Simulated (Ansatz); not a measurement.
Al2O3:
```cif
data_Al4O6
_chemical_formula_sum 'Al4 O6'
_space_group_name_H-M_alt 'P 1'
_space_group_IT_number 1
_cell_length_a 5.27332
_cell_length_b 5.27332
_cell_length_c 5.27332
_cell_angle_alpha 54.311
_cell_angle_beta 54.311
_cell_angle_gamma 54.311
loop_
_space_group_symop_operation_xyz
  'x, y, z'
loop_
_atom_site_label
_atom_site_type_symbol
_atom_site_fract_x
_atom_site_fract_y
_atom_site_fract_z
_atom_site_occupancy
Al1 Al 0.00000 0.00000 0.00000 1
Al2 Al 0.50000 0.50000 0.50000 1
Al3 Al 0.30680 0.30680 0.30680 1
Al4 Al 0.69320 0.69320 0.69320 1
O1 O 0.27922 0.89160 0.60432 1
O2 O 0.72078 0.10840 0.39568 1
O3 O 0.89160 0.60432 0.27922 1
O4 O 0.10840 0.39568 0.72078 1
O5 O 0.60432 0.27922 0.89160 1
O6 O 0.39568 0.72078 0.10840 1
```

Relaxed with PBEsol. The program Ansatz at the PBEsol level (PAW) gives a gap of 5.82 eV.

### Question
What gap does HSE06 give on the same cell (Ansatz, PAW)?

### Answer
7.78 eV, 1.96 eV more. The hybrid was solved on a coarser mesh and at special points; its gap is the smallest among all of these.

```
k   v1 PBEsol  c1 PBEsol  v1 HSE06  c1 HSE06
--  ---------  ---------  --------  --------
Γ       -0.03       5.82     -0.02      7.78
T       -0.08       8.05     -0.08     10.14
L       -0.24       8.90       [?]       [?]
F       -0.41       9.11       [?]       [?]
S0      -0.33       8.75       [?]       [?]
H0      -0.31       8.98       [?]       [?]
```

### Question
Top valence (v1) and lowest conduction level (c1) in eV from each method's valence maximum (which need not be a listed point): supply the withheld HSE06 values.

### Answer

- H0, v1 HSE06: -0.35
- H0, c1 HSE06: 11.07
- F, v1 HSE06: -0.44
- F, c1 HSE06: 11.21
- S0, v1 HSE06: -0.37
- S0, c1 HSE06: 10.82
- L, v1 HSE06: -0.26
- L, c1 HSE06: 11.00

Cost on shared cores: the PBEsol run (SCF on a 7×7×7 mesh, then bands and DOS) around 50 core-seconds (rough), the HSE06 run (SCF on 4×4×4, then a few points) very roughly 110 core-seconds; the tasks are unlike.

Space group R-3. The first step of the workflow began from a Materials Project structure, measured or hypothetical; the Crystallography Open Database copy checked does not list it. It is not the phase usual at ambient conditions (space group No. 167). The PBEsol relaxation kept the symmetry of its start; its stability against distortions is not shown here.

Potentials: the earlier of the program's two PAW sets.
